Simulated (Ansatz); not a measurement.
YOF:
```
CELL_PARAMETERS angstrom
      3.77060     0.00000     0.00000
      0.00000     3.77060     0.00000
      0.00000     0.00000     5.35491
ATOMIC_POSITIONS crystal
  Y  0.50000 0.00000 0.71318
  Y  0.00000 0.50000 0.28682
  O  0.00000 0.00000 0.50000
  O  0.50000 0.50000 0.50000
  F  0.50000 0.50000 0.00000
  F  0.00000 0.00000 0.00000
```

Tensor components refer to the Cartesian frame of this cell.

Q: Give the high-frequency dielectric tensor and the Born effective charge tensors of the independent atoms from DFPT, the program Ansatz at the LDA level (PAW).

A: 
ε∞:
```
3.64  0.00  0.00
0.00  3.64  0.00
0.00  0.00  3.16
```
Z* of atom 1 (Y), rows: field, columns: displacement, in e:
```
3.91  0.00  0.00
0.00  3.91  0.00
0.00  0.00  3.29
```
Z* of atom 3 (O), rows: field, columns: displacement, in e:
```
-2.65   0.00   0.00
 0.00  -2.65   0.00
 0.00   0.00  -1.65
```
Z* of atom 5 (F), rows: field, columns: displacement, in e:
```
-1.26   0.00   0.00
 0.00  -1.26   0.00
 0.00   0.00  -1.64
```

Space group P4/nmm. The workflow started from a Materials Project entry (that database holds measured and hypothetical structures alike); the Crystallography Open Database copy checked does not list it. COD files the formula under space group No. 166. Its standing as an ambient phase is unchecked. Symmetry was held in the LDA relaxation; its stability against distortions is not shown here. The run is not spin-polarised. Scalar-relativistic: spin–orbit coupling is off unless named, which matters more the heavier the elements.

Potentials: the later of the program's two PAW sets.
